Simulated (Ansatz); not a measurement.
Zr (hcp (Mg type)), relaxed and computed with several functionals in Ansatz (plane waves, PAW). Much of their spread follows the volume that each gives.

| functional | V (Å³/atom) | K_Hill (GPa) |
|---|---|---|
| LDA | 21.77 | 103 |
| PBEsol | 22.46 | ? |
| r²SCAN+D4 | 23.41 | 95.4 |
| r²SCAN | 23.51 | 94.8 |
| PBE+D3(BJ) | 22.44 | 98.1 |

Task: Fit a straight line to ln K against ln V and predict the withheld value.

Result: Least squares on the 4 shown rows: ln K = -1.01 × ln V + (7.739), with a scatter of 1 %. For PBEsol this gives 99.1. The run itself gave 98.7, within the scatter.

All cells were relaxed under the symmetry of their starts (and spin orders); stability against distortions was not tested throughout. Rows with no word on spin ran without spin polarisation. Spin–orbit coupling is left out wherever it is not named.

Potentials: the later of the program's two PAW sets.

Ansatz (a program for electronic structure) is a plane-wave DFT program.
